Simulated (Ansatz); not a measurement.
## Data sheet: HfO2 (DFT)

HfO$_{2}$:
```
HfO2
1.0
    5.06356     0.00000     0.00000
    0.00000    10.01259     0.00000
    0.00000     0.00000     5.23008
Hf O
8 16
Cartesian
  3.82129   1.15646   2.43175
  1.24228   8.85613   2.79834
  3.77406   8.85613   5.04679
  1.28950   1.15646   0.18330
  1.28950   3.84983   2.79834
  3.77406   6.16275   2.43175
  1.24228   6.16275   0.18330
  3.82129   3.84983   5.04679
  5.05162   4.77714   1.36766
  0.01194   5.23545   3.86242
  2.54373   5.23545   3.98270
  2.51984   4.77714   1.24738
  2.51984   0.22915   3.86242
  2.54373   9.78343   1.36766
  0.01194   9.78343   1.24738
  5.05162   0.22915   3.98270
  3.17732   2.90204   3.27297
  1.88624   7.11054   1.95711
  4.41802   7.11054   0.65793
  0.64554   2.90204   4.57215
  0.64554   2.10425   1.95711
  4.41802   7.90834   3.27297
  1.88624   7.90834   4.57215
  3.17732   2.10425   0.65793
```

Space group Pbca (No. 61); conventional cell a = 5.0636 Å, b = 10.0126 Å, c = 5.2301 Å, α = 90.00°, β = 90.00°, γ = 90.00°.

Method: plane-wave PAW r²SCAN (Ansatz code). Geometry: relaxed at this level of theory. Other levels are named where they apply.

### Cell and energy

| Item | Result |
|---|---|
| Volume per atom | 11.05 Å³ |
| Density | 10.55 g/cm³ |
| Formation energy from the elements (no fitted shifts) | -3.75 eV/atom |

### Electronic structure

| Quantity | Result |
|---|---|
| Band gap | 4.83 eV (indirect) |
| Valence-band maximum | at Γ |
| Conduction-band minimum | off the standard path, at k = (0.359, 0.000, 0.198) in fractions of the reciprocal vectors |
| Smallest direct gap on the standard path | 5.00 eV |
| Electron effective mass | 0.97, 0.97, 2.4 mₑ (principal values) |
| Electron effective mass with spin–orbit coupling | 0.98, 0.98, 2.4 mₑ (principal values) |
| Hole effective mass | 1.5, 1.9, 6.1 mₑ (principal values) |
| Hole effective mass with spin–orbit coupling | 1.5, 1.9, 6.0 mₑ (principal values) |
| HSE06 gap on the r²SCAN cell | 5.97 eV |
| Gap with spin–orbit coupling | 4.82 eV |

### Mechanics

| Item | Value |
|---|---|
| Bulk modulus (Birch–Murnaghan fit) | 2340 kbar |
| Pressure derivative B′ | 3.3 |
| Elastic constants (relaxed ions, GPa) | C11 = 409, C22 = 394, C33 = 467, C12 = 137, C13 = 141, C23 = 173, C44 = 138, C55 = 107, C66 = 106 |
| Mechanical stability | stable (all eigenvalues of C positive) |
| Hill bulk and shear moduli | 240 and 124 GPa |
| Young's modulus | 317 GPa |
| Poisson's ratio | 0.28 |
| Debye temperature from the elastic constants | 510 K |

### Charges

| Property | Value |
|---|---|
| Bader charges | Hf +2.74, O -1.37 to -1.36 e |

The workflow started from a Materials Project entry (that database holds measured and hypothetical structures alike); the Crystallography Open Database files this formula in space group No. 61, but the cells were not matched. It is not the phase usual at ambient conditions (space group No. 14, 29). The cell was relaxed with r²SCAN under the symmetry of its start; whether a distortion lowers the energy is not shown. No spin polarisation was allowed. The references are the lowest solids computed at this level, not always the standard phases (solids in place of the gases). Scalar-relativistic: spin–orbit coupling is off unless named, which matters more the heavier the elements.

Potentials: the earlier of the program's two PAW sets. The files were generated under PBE; for other functionals the program regenerates the frozen cores, and for LDA and PBEsol the local potential too.
